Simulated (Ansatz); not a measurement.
# Energy landscape of Y2S3

7 relaxations of Y2S3 ended in 6 distinct structures. Level of theory: PBEsol-D3(BJ) (plane waves to 420 eV, PAW, scalar-relativistic; Ansatz, an electronic-structure program).

| # | space group | Pearson | type | E − E(lowest) (eV/atom) | V (Å³/atom) | gap (eV, no SOC) | runs ending here |
|---|---|---|---|---|---|---|---|
| 1 | P6₃mc | hP10 | – | 0.000 | 23.16 | 1.82 | 1 |
| 2 | P-3m1 | hP5 | – | 0.001 | 23.16 | 1.43 | 1 |
| 3 | R-3m | hR5 | – | 0.004 | 23.33 | 1.85 | 2 |
| 4 | P-3m1 | hP10 | – | 0.014 | 23.94 | 1.83 | 1 |
| 5 | R-3m | hR5 | – | 0.023 | 24.57 | 1.77 | 1 |
| 6 | P6₃/mmc | hP10 | – | 0.025 | 24.66 | 1.69 | 1 |

P6₃mc, hP10 is the lowest of the structures calculated here, level within the accuracy with P-3m1, hP5.

Y2S3 is modelled in the hexagonal space group P6₃mc (No. 186), Pearson symbol hP10. Lattice parameters: a = 3.936 Å, b = 3.936 Å, c = 17.264 Å, α = 90.00°, β = 90.00°, γ = 120.00°. S1 on 2b is surrounded by 3 Y at 2.577 Å (trigonal pyramidal). Y1 on 2a sees 3 S at 2.577 Å and 3 S at 2.866 Å (octahedral). S2 on 2b sees 6 Y at 2.854–2.866 Å (octahedral). Y2 on 2b sees 3 S at 2.591 Å and 3 S at 2.854 Å (octahedral). S3 on 2a is coordinated by 3 Y at 2.591 Å (trigonal pyramidal). (Neighbours: up to the widest gap in distance over summed covalent radii, below 1.35, at either atom; cation-cation and far metal-metal contacts left out.)

Each run could gain symmetry but not lose that of its start, so entries can be saddle points. All of these are generated cells (placed on structure types, drawn at random, substituted or restacked) that were not matched to a known phase here. The real structure of this composition may not be among these. Static energies at zero pressure. Each cell has its own k-point mesh; energy differences are given only to the digits this allows. No spin polarisation in the result. Gaps of cells over 8 atoms come from the SCF mesh and high-symmetry points alone.
